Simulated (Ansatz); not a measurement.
In$_{2}$Ag in space group I4/mcm (No. 140; In on 8h, Ag on 4a) at seven volumes, the program Ansatz at the LDA level (PAW), shape and atoms relaxed at each. One row is withheld.

```tsv
V (Å³/atom)	P (GPa)
19.022	9.40
19.649	5.63
20.277	2.53
20.904	0.00
21.531	-2.06
22.158	-3.75
22.785	?
```

Task: Fit the shown pressures and predict the withheld one.

Result: P = (3/2)B₀(x^(7/2) − x^(5/2))[1 + (3/4)(B′ − 4)(x − 1)] with x = (V₀/V)^(2/3). Least squares on the six rows gives V₀ = 20.905 Å³/atom, B₀ = 76.1 GPa, B′ = 5.72. At V = 22.785, x = 0.9442 and P = -5.12 GPa. The run itself gave -5.11 GPa.

The workflow started from a Materials Project entry (that database holds measured and hypothetical structures alike); the Crystallography Open Database files this formula in space group No. 140, but the cells were not matched. Whether it is the stable phase at ambient conditions was not checked. The LDA relaxation kept the symmetry of its start; its stability against distortions is not shown here. The run is not spin-polarised.

Potentials: the later of the program's two PAW sets.
